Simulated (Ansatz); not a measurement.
**Band table of Al (hcp type)**

```xyz
2
Lattice="2.1023 0.0000 0.0000 -1.0511 1.8206 0.0000 0.0000 0.0000 3.4088" Properties=species:S:1:pos:R:3 pbc="T T T"
Al    0.0000    1.2138    0.8522
Al    1.0511    0.6069    2.5566
```

The cell comes from a relaxation on PAW files under the same functional, begun from a prototype that needn't be the stable phase.

Level of theory: DFT with PBEsol, scalar-relativistic, in Ansatz 0.2.0; a Γ-centred 17×17×9 k mesh, Fermi–Dirac smearing of 0.05 eV, no spin polarisation. LAPW: all electrons, basis error target 1 meV/atom.

This run: volume at 0.4 of the series' base cell.

The structure type is held throughout; the real material can change phase at far lower pressure.

Path points, in fractions of the reciprocal vectors: Γ (0.000, 0.000, 0.000), M (0.500, 0.000, 0.000), K (0.333, 0.333, 0.000), A (0.000, 0.000, 0.500), L (0.500, 0.000, 0.500), H (0.333, 0.333, 0.500). Levels in eV from the Fermi level; bands 9 to 13, counted from the lowest band of the run. The gap is zero, the pressure 462.6 GPa.

```
# k(1/Å) point b9 b10 b11 b12 b13
0.000 Γ -18.46 -8.02 -5.60 17.07 17.07
0.431 - -17.77 -7.51 -5.01 10.88 15.63
0.863 - -15.74 -5.96 -3.50 4.17 11.08
1.294 - -12.55 -3.82 -3.31 0.94 5.93
1.726 M -8.90 -7.78 -0.21 1.55 2.53
1.975 - -8.72 -7.58 0.00 1.72 1.82
2.224 - -8.19 -7.02 -0.07 0.63 2.21
2.473 - -7.33 -6.11 -2.58 1.65 3.05
2.722 K -6.46 -4.93 -4.93 2.71 4.23
3.220 - -10.74 -2.51 -2.13 -1.66 4.85
3.718 - -14.87 -5.26 -2.95 3.19 7.18
4.216 - -17.54 -7.34 -4.82 10.11 13.06
4.714 Γ -18.46 -8.02 -5.60 17.07 17.07
4.945 - -18.26 -9.62 -3.73 17.12 17.12
5.175 - -17.67 -11.77 -0.78 13.82 17.30
5.405 - -16.70 -13.72 2.53 9.93 17.62
5.636 A -15.37 -15.37 6.11 6.11 18.07
6.067 - -14.72 -14.72 6.41 6.41 12.91
6.499 - -12.82 -12.82 5.08 5.08 8.59
6.930 - -9.81 -9.81 -0.38 -0.38 9.40
7.361 L -6.69 -6.69 -4.42 -4.42 9.94
7.611 - -6.52 -6.52 -4.25 -4.25 8.17
7.860 - -6.01 -6.01 -3.79 -3.79 5.21
8.109 - -5.14 -5.14 -3.36 -3.36 2.56
8.358 H -3.92 -3.92 -3.92 -3.92 1.43
8.856 - -8.10 -8.10 -0.33 -0.33 3.83
9.354 - -12.00 -12.00 4.77 4.77 6.82
9.852 - -14.50 -14.50 6.49 6.49 11.96
10.350 A -15.37 -15.37 6.11 6.11 18.07
```
